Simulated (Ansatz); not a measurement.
Relaxed-ion elastic tensor of BP (wurtzite, space group No. 186) in GPa (Voigt order), plane-wave PAW LDA (Ansatz code); density 3.06 g/cm³, 11.32 Å³ per atom.

```
 427  66.2  29.5   0.0   0.0   0.0
66.2   427  29.5   0.0   0.0   0.0
29.5  29.5   481   0.0   0.0   0.0
 0.0   0.0   0.0   138   0.0   0.0
 0.0   0.0   0.0   0.0   138   0.0
 0.0   0.0   0.0   0.0   0.0   181
```

Q: Is the crystal mechanically stable?

A: Yes: the smallest eigenvalue of C is 138 GPa.

Q: Work out the Voigt, Reuss and Hill averages.

A: K_V = 176, K_R = 176, K_H = 176; G_V = 172, G_R = 166, G_H = 169 GPa.

Q: Give Young's modulus, Poisson's ratio, Pugh's ratio and the universal anisotropy index.

A: E = 9KG/(3K + G) = 385 GPa; ν = 0.14; K/G = 1.04 (brittle by the Pugh limit of 1.75); A_U = 5G_V/G_R + K_V/K_R − 6 = 0.17.

Q: Estimate the sound speeds and the Debye temperature.

A: v_l = √((K + 4G/3)/ρ) = 11500 m/s, v_t = √(G/ρ) = 7430 m/s, mean 8150 m/s; Θ = (h/k)(3n/4πV)^(1/3) v_m = 1080 K.

Q: Solve the Christoffel equation for the three sound speeds along x, y, z.

A: Eigenvalues of C_ijkl n_j n_l equal ρv² (piezoelectric stiffening left out). In km/s, slowest first: x 6.71, 7.68, 11.81; y 6.71, 7.68, 11.81; z 6.71, 6.71, 12.53.

Q: How much does each axis shrink under pressure?

A: Linear compressibilities β_i = Σ_j S_ij (j = 1 to 3): x 1.9, y 1.9, z 1.8 per TPa.

Space group P6_3mc (wurtzite). The workflow started from a Materials Project entry (that database holds measured and hypothetical structures alike); the Crystallography Open Database copy checked does not list it. It is not the phase usual at ambient conditions (space group No. 216). The LDA relaxation kept the symmetry of its start; whether a distortion lowers the energy is not shown.

Potentials: the earlier of the program's two PAW sets. The files were generated under PBE; for other functionals the program regenerates the frozen cores, and for LDA and PBEsol the local potential too.
